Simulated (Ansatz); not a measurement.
The relaxed structure here is a generated cell of Bi2Te3: the first start was made by placing the elements on the sites of a structure type, and the end was not matched to a known phase here, so it may be hypothetical. Known forms of Bi2Te3 include space group No. 166.

One stationary structure of Bi2Te3. Space group Pnma (No. 62), AFLOW prototype A3B2_oP20_62_3c_2c (D5_8, as in Sb2S3). Computed with PBEsol (plane waves to 420 eV, PAW, scalar-relativistic; Ansatz, a program for electronic structure).

```cif
data_Bi8Te12
_chemical_formula_sum 'Bi8 Te12'
_space_group_name_H-M_alt 'Pnma'
_space_group_IT_number 62
_space_group_name_Hall '-P 2ac 2n'
_cell_length_a 12.59555
_cell_length_b 4.32892
_cell_length_c 12.20592
_cell_angle_alpha 90.000
_cell_angle_beta 90.000
_cell_angle_gamma 90.000
loop_
_atom_site_label
_atom_site_type_symbol
_atom_site_symmetry_multiplicity
_atom_site_Wyckoff_symbol
_atom_site_fract_x
_atom_site_fract_y
_atom_site_fract_z
_atom_site_occupancy
Bi1 Bi 4 c 0.49202 0.25000 0.32986 1
Bi2 Bi 4 c 0.15393 0.25000 0.54093 1
Te1 Te 4 c 0.28015 0.25000 0.20218 1
Te2 Te 4 c 0.05995 0.75000 0.36240 1
Te3 Te 4 c 0.13027 0.25000 0.94858 1
```

**Question.** What is the computed band gap (PBEsol)?

**Answer.** 0.44 eV, direct at k = (0, 0.1667, 0) (no spin-orbit coupling).

No spin polarisation in the result. Spin-orbit coupling is missing; with elements this heavy it can move band edges by tenths of an eV or more.

The run could not lose the symmetry of its start: the end is stationary, and may be a saddle point rather than a minimum.
